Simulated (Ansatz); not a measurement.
With the program Ansatz at the PBE level (PAW), AlP in the hexagonal phase (P6_422; Al on 3c, P on 3d) relaxes to a = 3.851 Å, c = 8.689 Å. Against the elements it lies at -0.42 eV/atom, with no fitted shifts.

The Kohn–Sham gap is 0.95 eV (indirect). The valence maximum lies at Γ and the conduction minimum at M (3 equivalent valleys). The electron mass is 0.15, 0.41, 1.4 mₑ (principal values). The hole mass is 0.15, 7.5, 7.5 mₑ (principal values).

An equation-of-state fit gives a bulk modulus of 90.3 GPa.

The start of the workflow was typed in or built on a structure type; neither database checked (COD, Materials Project) lists it. It is not the phase usual at ambient conditions (space group No. 216). The PBE relaxation kept the symmetry of its start; its stability against distortions is not shown here. Point labels and valley counts follow the cell and symmetry of the run, lower than the named group. The references are the lowest solids computed at this level, not always the standard phases.

Potentials: the earlier of the program's two PAW sets.
